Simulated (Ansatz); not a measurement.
## Compressing SrAg₄Sb₂: a fit and a missing row

SrAg₄Sb₂, R-3m, a = 4.686 Å, c = 24.828 Å. The structure is a COD entry; whether it is the stable form wasn't checked. Ansatz: PBEsol, PAW, 420 eV, Γ-centred 12×12×12 mesh on 7 atoms, Gaussian smearing 0.10 eV; no spin polarisation. Shape and atoms are relaxed at each volume; pressure is positive in compression.

```tsv
V (Å³/atom)	P (GPa)
19.786	10.33
20.461	7.04
21.135	?
21.810	1.95
22.484	0.00
23.159	-1.66
23.833	-3.03
24.733	-4.52
```

Question: Take V0 = 22.484 Å³/atom, fit the third-order Birch–Murnaghan form to the other rows, and predict the missing pressure.

Answer: With the Eulerian strain f = ½[(V0/V)^(2/3) − 1] and y = P/[3f(1 + 2f)^(5/2)], the form is the line y = B0 + 1.5 B0 (B0′ − 4) f. Rows (f, y): 0.04448, 62.6; 0.03244, 61.8; 0.01025, 60.3; -0.00976, 59.6; -0.01905, 58.4; -0.03079, 57.4. Means f = 0.004595, y = 60.017; Σ(Δf)² = 0.004415, ΣΔfΔy = 0.2911; the slope is their ratio. y = 59.71 + 65.93 f GPa, so B0 = 59.7 GPa and B0′ = 4 + 2 × (65.93)/(3 × 59.71) = 4.74. At V = 21.135, f = 0.02106, y = 61.10 and P = 4.28 GPa. The run gave 4.28 GPa, the same to the digits shown.